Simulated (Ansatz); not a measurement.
Relaxed-ion elastic tensor of Cu (fcc (Cu type), space group No. 225) in GPa (Voigt order), plane-wave PAW PBE+D3(BJ) (Ansatz code); density 9.33 g/cm³, 11.31 Å³ per atom.

```
 209   145   145   0.0   0.0   0.0
 145   209   145   0.0   0.0   0.0
 145   145   209   0.0   0.0   0.0
 0.0   0.0   0.0  98.8   0.0   0.0
 0.0   0.0   0.0   0.0  98.8   0.0
 0.0   0.0   0.0   0.0   0.0  98.8
```

**Question.** Is the crystal mechanically stable?

**Answer.** Yes: the smallest eigenvalue of C is 63.9 GPa.

**Question.** Work out the Voigt, Reuss and Hill averages.

**Answer.** K_V = 167, K_R = 167, K_H = 167; G_V = 72.1, G_R = 53.8, G_H = 62.9 GPa.

**Question.** Give Young's modulus, Poisson's ratio, Pugh's ratio and the universal anisotropy index.

**Answer.** E = 9KG/(3K + G) = 168 GPa; ν = 0.33; K/G = 2.65 (ductile by the Pugh limit of 1.75); A_U = 5G_V/G_R + K_V/K_R − 6 = 1.70.

**Question.** Estimate the sound speeds and the Debye temperature.

**Answer.** v_l = √((K + 4G/3)/ρ) = 5180 m/s, v_t = √(G/ρ) = 2600 m/s, mean 2910 m/s; Θ = (h/k)(3n/4πV)^(1/3) v_m = 386 K.

**Question.** Give the Zener ratio and Young's modulus along [100], [110] and [111].

**Answer.** A = 2C44/(C11 − C12) = 3.10; 1/E = S11 − 2(S11 − S12 − S44/2)Γ with Γ = 0, 1/4, 1/3 gives 90.0, 172, 248 GPa.

Space group Fm-3m (fcc (Cu type)). The PBE+D3(BJ) relaxation kept the symmetry of its start. The run is not spin-polarised. The pairwise dispersion correction was not fitted to metals. As this level gives no gap, shear constants depend on the k-mesh and smearing (Fermi–Dirac, 0.1 eV here).

Potentials: the later of the program's two PAW sets.
